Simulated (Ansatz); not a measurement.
HfC:
```
CELL_PARAMETERS angstrom
      0.00000     2.32036     2.32036
      2.32036     0.00000     2.32036
      2.32036     2.32036     0.00000
ATOMIC_POSITIONS crystal
  Hf 0.00000 0.00000 0.00000
  C  0.50000 0.50000 0.50000
```

Relaxed with r²SCAN. Special points in fractions of this cell's reciprocal vectors: Γ (0.000, 0.000, 0.000); X (0.500, 0.000, 0.500); U (0.625, 0.250, 0.625); K (0.375, 0.375, 0.750); L (0.500, 0.500, 0.500); W (0.500, 0.250, 0.750).

### Question
List the band energies nearest the Fermi level at these points for r²SCAN in the plane-wave PAW code Ansatz.

### Answer
In eV from the Fermi level; about four levels below and three above (degenerate sets whole), none deeper than 8.9 eV; points with the same levels are listed once.

| k | below | above |
|---|---|---|
| Γ | – | 1.06 1.06 1.06 |
| X | -2.81 -1.67 -0.14 -0.14 | 5.48 7.08 7.08 |
| U | -3.64 -2.92 -1.79 | 1.80 6.13 6.56 |
| L | -6.37 -3.20 -3.20 | 5.65 5.65 6.20 |
| W | -3.14 -2.86 -2.86 | 3.96 3.96 7.10 |

Space group Fm-3m (rock salt). The r²SCAN relaxation kept the symmetry of its start. The run is not spin-polarised. Scalar-relativistic: spin–orbit coupling is off unless named, which matters more the heavier the elements.

Potentials: the later of the program's two PAW sets.
